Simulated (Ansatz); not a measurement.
CsLiCr2Te2S3 and the effect of the Hubbard U on Cr d

```
CELL_PARAMETERS angstrom
3.31929 1.91639 6.87982
-3.31929 1.91639 6.87982
0.00000 -3.83279 6.87982
ATOMIC_POSITIONS crystal
Cs 0.00000 0.00000 0.00000
Li 0.50000 0.50000 0.50000
Cr 0.79848 0.79848 0.79848
Cr 0.20152 0.20152 0.20152
Te 0.67990 0.67990 0.67990
Te 0.32010 0.32010 0.32010
S 0.13626 0.86374 0.50000
S 0.50000 0.13626 0.86374
S 0.86374 0.50000 0.13626
```

The cell comes from a database or a generator and needn't be the stable form of this composition.

Kept alike: task projected density of states; functional PBE; k mesh 5 × 5 × 5; occupations fermi-dirac, width 0.05 eV; collinear spin, ferromagnetic start. Program: Ansatz, Ansatz PAW, cutoff 420 eV. The mesh is that of the run's cell of 9 atoms. No spin-orbit coupling.

| run | pressure (GPa) | largest site moment (μB) |
| --- | --- | --- |
| A | 3.40 | 2.93 |
| B | 1.63 | 2.55 |
| C | 6.28 | 3.34 |
| D | 4.97 | 3.17 |

Pressure is positive in compression, with a Pulay correction for the finite cutoff. For a metal such a mesh leaves the last digits unconverged. How U acts hangs on the program's projectors. The runs hold the magnetic state that their start led to, which needn't be the lowest. Site moments count inside each atom's sphere or projector. U is the effective U - J on orthogonalised atomic projectors. Double counting: fully localised limit (the default).

Problem. The runs differ in the Hubbard U on Cr d alone: 2; 4; 6; 8 eV. Which run is which?

Solution. Run A is 4 eV; run B is 2 eV; run C is 8 eV; run D is 6 eV. The pressure rises from 1.63 to 6.28 GPa between 2 and 8 eV. U localises the shell and weakens its bonds, so the cell pushes outwards. The largest site moment rises from 2.55 to 3.34 μB between 2 and 8 eV.
